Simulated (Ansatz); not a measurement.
# Fe: the functional and the phonons

Fe in a ferromagnetic state, relaxed with PBE.

```
CELL_PARAMETERS angstrom
-1.41401 1.41401 1.41401
1.41401 -1.41401 1.41401
1.41401 1.41401 -1.41401
ATOMIC_POSITIONS crystal
Fe 0.00000 0.00000 0.00000
```

Settings of the Ansatz calculation: PBE; Ansatz hand-made PAW at 844 eV; k mesh 8×8×8; Fermi–Dirac smearing of 0.1 eV; collinear spin from start moments 2.2 μB (atoms as listed). Harmonic phonons by finite displacements in cells commensurate with each q, in cm⁻¹; i marks an unstable mode.

Caveats: coarse k mesh.

At 11.31 Å³ an atom it gives lowest mode at q = [0.5, -0.5, 0.5] (cm⁻¹) 274; top mode at q = [0.5, -0.5, 0.5] (cm⁻¹) 274.

Q: Repeat with PBEsol in its relaxed cell, LDA in its relaxed cell, on the same kind of potentials and mesh. What changes?

A: 
| functional | cutoff (eV) | volume (Å³/atom) | lowest mode at q = [0.5, -0.5, 0.5] (cm⁻¹) | top mode at q = [0.5, -0.5, 0.5] (cm⁻¹) |
| --- | --- | --- | --- | --- |
| PBEsol in its relaxed cell | 844 | 10.78 | 276 | 276 |
| LDA in its relaxed cell | 844 | 10.38 | 255 | 255 |
